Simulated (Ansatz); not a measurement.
La3Tl, DFT, LDA, PAW with Ansatz's default frozen-core files, scalar-relativistic (Ansatz 0.2.0), run on 1 thread of Arm Neoverse V2 on a shared host.

The geometry is COD entry 1522573, unchecked; take it as a test cell. The listed cell was then made from it by scaling, straining or moving an atom.

Command: `ansatz run input.yaml --threads 1 --pin off --max-ram 4096MiB --backend cpu --events-out ev --progress --plain --runs-dir out`

```yaml
crystal:
  lattice:
    - [5.06, 0.0253, 0.0253]
    - [0.0253, 5.06, 0.0253]
    - [0.0253, 0.0253, 5.06]
  atoms:
    - { symbol: La, position: [0.0, 0.5, 0.5] }
    - { symbol: La, position: [0.5, 0.0, 0.5] }
    - { symbol: La, position: [0.5, 0.5, 0.0] }
    - { symbol: Tl, position: [0.0, 0.0, 0.0] }
kpoints:
  mp_grid: { grid: [8, 8, 8] }
scf:
  occupations: { method: fermi_dirac, width: 0.08 }
hamiltonian:
  xc: lda
  pseudopotentials: { kind: paw }
output:
  forces: true
  stress: true
  eigenvalues: true
  efg: { contact_densities: true }
  write_density: true
  write_potential: true
  elf: true
  volumetric_format: npy
```

Question: How large is the problem that the program sets up?

Answer: 65 irreducible k-points, 2529 plane waves at Γ, 28 bands.

Question: Estimate the wall time and the peak memory.

Answer: 24 s of wall time for 7 SCF iterations, with a peak of 0.56 GiB. Times on shared machines scatter by tens of per cent.

Question: And the same cell and mesh by crystal-made all-electron datasets, asked for forces, stress, eigenvalues, efg, on the same hardware?

Answer: 77 s, peak memory 1.2 GiB.
